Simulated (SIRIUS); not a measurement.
A self-consistent single point of W (Im-3m, 2 atoms in the cell; from Materials Project mp-91, changed as shown).

```yaml
crystal:
  lattice:
    - [3.13053, 0.00000, 0.00000]
    - [0.00000, 3.13053, 0.00000]
    - [0.00000, 0.00000, 3.13053]
  atoms:
    - { symbol: W, position: [0.00000, 0.00000, 0.00000] }
    - { symbol: W, position: [0.50000, 0.50000, 0.50000] }
```

Level of theory: PBE, FP-LAPW (LAPW with two local orbitals a valence shell; core below -3 Ha), all-electron full potential with ZORA scalar-relativistic valence and Dirac core (SIRIUS).

SIRIUS settings:

* **parameters.ngridk**: 14 14 14
* **basis**: LAPW with two local orbitals a valence shell, core below -3 Ha
* **unit_cell.atom_type_rmt**: {W: 2.4} bohr
* **parameters.xc_functionals**: [XC_GGA_X_PBE, XC_GGA_C_PBE]
* **parameters.aw_cutoff**: 7
* **parameters.pw_cutoff**: 16 1/bohr
* **parameters.smearing**: fermi_dirac
* **parameters.smearing_width**: 0.00367493 Ha
* **parameters.electronic_structure_method**: full_potential_lapwlo
* **parameters.lmax_apw**: 8
* **parameters.lmax_rho**: 8
* **parameters.lmax_pot**: 8
* **parameters.auto_rmt**: 0
* **parameters.num_fv_states**: 34
* **parameters.num_mag_dims**: 0
* **parameters.num_dft_iter**: 100
* **parameters.energy_tol**: 1e-07 Ha
* **parameters.density_tol**: 1e-06
* **mixer.type**: anderson
* **mixer.beta**: 0.2
* **mixer.use_hartree**: false

Results:

Number of valence electrons: 56
Number of bands: 34
Number of k-points after the program's reduction: 120
Size of the basis: 160
Number of SCF iterations: 12
FFT grid: 36 × 36 × 36
Free energy E − TS: -879805.4507 eV
Fermi level (on the code's own zero): 14.61 eV

For comparison: a first run was changed to give this one (lattice scaled by 0.98), and from it to this one the free energy rises by 59.1 meV/atom.

The structure comes from a collection of computed structures, made at another level of theory; the collection holds predicted forms beside known ones. Its lattice was then scaled. Values depend on the basis (sphere radii, cutoffs, local orbitals), which need not be converged.

Cost on one core: around 80 core-seconds (rough).
